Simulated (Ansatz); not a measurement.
YOF:
```yaml
crystal:
  lattice:
    - [1.88708, 1.08951, 6.27281]
    - [-1.88708, 1.08951, 6.27281]
    - [0.00000, -2.17902, 6.27281]
  atoms:
    - { symbol: Y, position: [0.74127, 0.74127, 0.74127] }
    - { symbol: Y, position: [0.25873, 0.25873, 0.25873] }
    - { symbol: O, position: [0.62153, 0.62153, 0.62153] }
    - { symbol: O, position: [0.37847, 0.37847, 0.37847] }
    - { symbol: F, position: [0.13015, 0.13015, 0.13015] }
    - { symbol: F, position: [0.86985, 0.86985, 0.86985] }
```

Relaxed with PBEsol.

Give the Bader charges and basin volumes of the independent atoms, PBEsol (plane waves, PAW; program Ansatz).



| atom | Bader charge (e) | Bader volume (Å³) |
|---|---|---|
| Y1 | +2.21 | 12.1 |
| O3 | -1.38 | 14.0 |
| F5 | -0.83 | 12.6 |

Space group R-3m. The first step of the workflow began from a Materials Project structure, measured or hypothetical; the Crystallography Open Database files this formula in space group No. 166, but the cells were not matched. Whether it is the stable phase at ambient conditions was not checked. The cell was relaxed with PBEsol under the symmetry of its start; whether a distortion lowers the energy is not shown. No spin polarisation was allowed.

Potentials: the later of the program's two PAW sets.
